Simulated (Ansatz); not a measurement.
## Elastic constants of Li₃SI at -2.8 GPa (stress–strain coefficients): input and output

The calculation used DFT LDA, scalar-relativistic, plane waves, PAW in Ansatz 0.2.0.

Launched with:
```bash
ansatz run input.yaml --threads 1 --pin off --max-ram 1228MiB --backend cpu --events-out ev --progress --plain --runs-dir out
```

Input (bare energies are in eV):
```yaml
crystal:
  lattice:
    - [5.1306, 0.0, 0.0]
    - [0.0, 5.1306, 0.0]
    - [0.0, 0.0, 5.1306]
  atoms:
    - { symbol: S, position: [0.0, 0.0, 0.0] }
    - { symbol: I, position: [0.5, 0.5, 0.5] }
    - { symbol: Li, position: [0.5, 0.5, 0.0] }
    - { symbol: Li, position: [0.5, 0.0, 0.5] }
    - { symbol: Li, position: [0.0, 0.5, 0.5] }
basis:
  ecutwfc: 420
kpoints:
  mp_grid: { grid: [6, 6, 6] }
hamiltonian:
  xc: lda
scf:
  occupations: { method: fixed }
output:
  forces: true
  stress: true
  eigenvalues: true
elastic:
  mode: relaxed_ion
  stencil: two_point
```

From the output:
```
--- Elastic constants: 2 strain directions × 2 members + reference (group order 48) ---
  dense FFT box of the reference and of every strained cell: 36×36×36
  strains applied: 11, 23; error gains: componentwise 1.00 (the most a stress slope's error grows in a printed constant), spectral 1.73 (1 for all six strains in a standard setting)
  C = ∂σ_k/∂η_j (tension-positive GPa; Voigt order 11 22 33 23 13 12):
        42.749     -2.408     -2.408      0.000      0.000      0.000
        -2.408     42.749     -2.408     -0.000      0.000     -0.000
        -2.408     -2.408     42.749     -0.000     -0.000      0.000
         0.000      0.000     -0.000     -0.697     -0.000     -0.000
         0.000      0.000     -0.000     -0.000     -0.697     -0.000
         0.000     -0.000     -0.000     -0.000     -0.000     -0.697
  reference stress σ⁰ (GPa):      2.761      2.761      2.761     -0.000     -0.000      0.000
  C* (energy form; C + prestress term) asymmetry max|C*_kj − C*_jk| = 2.665e-15 GPa — a small one proves nothing (zero by symmetry where the batch's group is 432, −43m or m−3m); a large one is finite-difference/SCF noise where every solve ...
  moduli (Voigt/Reuss/Hill, GPa): K = 12.64/12.64/12.64   G = 8.61/-1.19/3.71   E = 10.15   ν = 0.366
  mechanically stable: NO (min eigenvalue of sym C = -0.70 GPa)
  strain η (Voigt 11):  stress-route row diagonal C_11 = 42.75 GPa, energy-path curvature d²(F+E_count+ΔE)/dδ²/Ω₀ = 42.51 GPa
         δ    σ_11 (GPa) F (eV) n_scf n_hpsi n_pw
    -2.000e-3       2.6741       -8833.0218111       9   15444   2658   relax 0 steps, max|allowed force component| 1.99e-29 eV/Å
     2.000e-3       2.8451       -8833.0125102       7   11822   2680   relax 0 steps, max|allowed force component| 1.12e-28 eV/Å
  strain η (Voigt 23):  stress-route row diagonal C_44 = -0.70 GPa, energy-path curvature d²(F+E_count+ΔE)/dδ²/Ω₀ = -2.30 GPa
         δ    σ_23 (GPa) F (eV) n_scf n_hpsi n_pw
    -2.000e-3       0.0014       -8833.0172342       8   18404   2666   relax 0 steps, max|allowed force component| 1.02e-29 eV/Å
     2.000e-3      -0.0014       -8833.0172342       7   17395   2666   relax 0 steps, max|allowed force component| 3.47e-30 eV/Å
```

It took 31 s on 1 thread of Arm Neoverse V2, with other jobs on the host, peak memory 0.44 GiB.

The cell is the ideal cubic antiperovskite prototype; whether it is the stable structure of this composition wasn't checked.

As the tensor has a negative eigenvalue, the Reuss and Hill moduli of a polycrystal, and E and ν formed from them, have no physical meaning here.